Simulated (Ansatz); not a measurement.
**TeMo2Br6: reading a single point**

```
CELL_PARAMETERS angstrom
0.00000 5.03386 5.03386
5.03386 0.00000 5.03386
5.03386 5.03386 0.00000
ATOMIC_POSITIONS crystal
Mo 0.25000 0.25000 0.25000
Mo 0.75000 0.75000 0.75000
Te 0.00000 0.00000 0.00000
Br 0.75320 0.24680 0.24680
Br 0.24680 0.75320 0.24680
Br 0.24680 0.75320 0.75320
Br 0.75320 0.24680 0.75320
Br 0.24680 0.24680 0.75320
Br 0.75320 0.75320 0.24680
```

Level: PBE, no spin polarisation; 420 eV; 6×6×6 Γ-centred mesh; fermi-dirac occupations (width 0.1 eV); Ansatz 0.2.0, fixed geometry.

Formation energy: 1.47 eV an atom against the elements' usual phases (free molecules for gases, crystals otherwise, with no correction for O₂ or N₂), so at this geometry it isn't bound against them. Relaxing would lower it.
Contacts: Te–Br at 2.48 Å: least valence density 0.61 e/Å³ and ELF 0.52 there. Mo–Br at 3.56 Å: least valence density 0.08 e/Å³ and ELF 0.10 there. Both are smooth PAW fields, read partly inside the augmentation spheres.
At the Fermi level: It is a metal, with about 32 states/eV a cell as the mean within 0.25 eV of the Fermi level, mostly Mo d (92 %).
Stress: The pressure is 6.3 GPa (compression positive), so with the atoms held at these fractions the cell would first expand; the forces are large, so a full relaxation may end otherwise.
Forces: The largest is on Br5 (and as large on other atoms): 2.84 eV/Å, components (0.00, 2.84, 0.00). It makes 180° with the line to a nearest neighbour, Te3 at 2.48 Å, pointing away from it.

Origin: a known structure type with other elements, at an estimated volume, so it need not be a known compound. Caveats: many states at the Fermi level without spin polarisation, so a magnetic state may lie lower; atoms or cell far from equilibrium.
